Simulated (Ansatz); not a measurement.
## As2Se: how the energy converges with the cutoff

As2Se, P1, a = 5.676 Å, b = 5.631 Å, c = 5.732 Å, α, β, γ = 103.8°, 101.9°, 123.2°. Ansatz: PBEsol, PAW, cutoff varied, Γ-centred 8×8×6 mesh on 6 atoms, Gaussian smearing 0.10 eV; no spin polarisation. Single points at one geometry with displaced atoms, the cutoff alone changed; ΔE is the energy at zero smearing over the run at 600 eV. The runs up to 350 eV lie under the cutoff recommended for these PAW datasets.

```
cutoff (eV)  ΔE (meV/atom)
        200        4089.60
        250         583.82
        300          50.07
        350           3.62
        420              ?
```

Question: Assume ΔE falls exponentially with the cutoff, fit y = ln ΔE against x, the cutoff in eV, to the other rows, and predict the missing value.

Answer: y = 8.316, 6.370, 3.913, 1.286. Means x = 275.0, y = 4.9713; Σ(Δx)² = 12500, ΣΔxΔy = -588.7; the slope is their ratio. y = 17.92 − 0.04709 x, a factor of ten per 49 eV. At 420 eV this gives ΔE = 0.16 meV/atom. The run gave 0.86, a ratio of 0.19. Between neighbouring rows the decay runs from a factor of ten per 44 eV to one per 112 eV, so one exponential is only a rough guide. The fast fall gives way to a slow tail, so a fit to low cutoffs promises convergence too early.